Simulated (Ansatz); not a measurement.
SnSe (rock salt), conventional cell a = 5.950 Å, b = 5.950 Å, c = 5.950 Å, α = 90.00°, β = 90.00°, γ = 90.00°. The calculation uses the primitive cell of 2 atoms, to which meshes and values per cell refer.

Two coordinates are scanned: the volume, and the ratio of the stretch along z (the conventional c axis) to the stretch across it. Atoms keep their fractional coordinates.

Method: PBEsol (plane waves to 420 eV, PAW, scalar-relativistic; Ansatz, a program for electronic structure). k mesh 10×10×10 (Γ-centred), Fermi-Dirac smearing 0.05 eV. E stands for the smeared free energy. Stress and pressure are positive under compression. As the smearing reaches across the gap at some points, the response to shear is sensitive to the k mesh, so small differences along c/a are uncertain. SnSe was relaxed with its symmetry unable to fall. This is one of several known forms of SnSe; the measured ambient cells at hand have space group No. 62. The zero of ΔE is the relaxed starting cell.

ΔE (kJ/mol of atoms), with V/V₀ across and (c/a)/(c/a)₀ down:

```csv
(c/a)/(c/a)₀ \ V/V₀,0.920,0.960,1.000,1.040,1.080
0.920,10.0,6.8,5.4,5.4,6.6
0.960,4.9,2.2,1.2,1.7,3.4
1.000,3.3,0.8,0.0,0.7,2.5
1.040,4.6,2.0,1.0,1.6,3.3
1.080,8.2,5.1,3.8,4.0,5.3
```

σzz − σxx (GPa), with V/V₀ across and (c/a)/(c/a)₀ down:

```tsv
(c/a)/(c/a)₀ \ V/V₀	0.920	0.960	1.000	1.040	1.080
0.920	17.1	14.8	12.7	10.9	9.2
0.960	8.1	6.9	5.9	5.0	4.2
1.000	0.0	0.0	0.0	0.0	0.0
1.040	-6.9	-5.8	-4.9	-4.1	-3.4
1.080	-12.6	-10.6	-8.9	-7.4	-6.1
```

Summary:

The shear modulus C′ = (C11 − C12)/2 (fit, atoms clamped) is 67 GPa. Lowest place on the grid: V/V₀ = 1.000, (c/a)/(c/a)₀ = 1.000 (0 meV/atom). Highest place on the grid: V/V₀ = 0.920, (c/a)/(c/a)₀ = 0.920 (104 meV/atom).

(Under strain, the slope of the energy per volume gives the stress and its curvature an elastic modulus.)
